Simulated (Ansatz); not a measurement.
Ta2SiN:
Space group P6₃/mmc (No. 194); a = 3.192 Å, b = 3.192 Å, c = 12.078 Å, α = 90.00°, β = 90.00°, γ = 120.00°

```json
[
 {"atom": "Si", "site": "2d", "symmetry": "-6m2", "x": "0.6667", "y": "0.3333", "z": "0.2500"},
 {"atom": "Ta", "site": "4f", "symmetry": "3m.", "x": "0.3333", "y": "0.6667", "z": "0.0949"},
 {"atom": "N", "site": "2a", "symmetry": "-3m.", "x": "0.0000", "y": "0.0000", "z": "0.0000"}
]
```

Relaxed at zero pressure with plane-wave PAW PBEsol (Ansatz code).

Question: The volume is raised by 3 % and shape and atoms relax at that volume. What pressure results, and how do the axes share the change?

Answer: -6.7 GPa; a 1.2 %, b 1.2 %, c 0.7 %; the energy rises by 9 meV/atom.

Question: Give the new structure.

Answer: 
Space group P6₃/mmc (No. 194); a = 3.2292 Å, b = 3.2292 Å, c = 12.1580 Å, α = 90.00°, β = 90.00°, γ = 120.00°

```tsv
atom	site	symmetry	x	y	z
Si	2d	-6m2	0.6667	0.3333	0.2500
Ta	4f	3m.	0.3333	0.6667	0.0942
N	2a	-3m.	0.0000	0.0000	0.0000
```

The phase is kept; no other phase was compared at this pressure.

Space group P6_3/mmc. The start of the workflow was typed in or built on a structure type; neither database checked (COD, Materials Project) lists it. Its standing as an ambient phase is unchecked. The cell was relaxed with PBEsol under the symmetry of its start; its stability against distortions is not shown here. No spin polarisation was allowed. Scalar-relativistic: spin–orbit coupling is off unless named, which matters more the heavier the elements.

Potentials: the later of the program's two PAW sets.
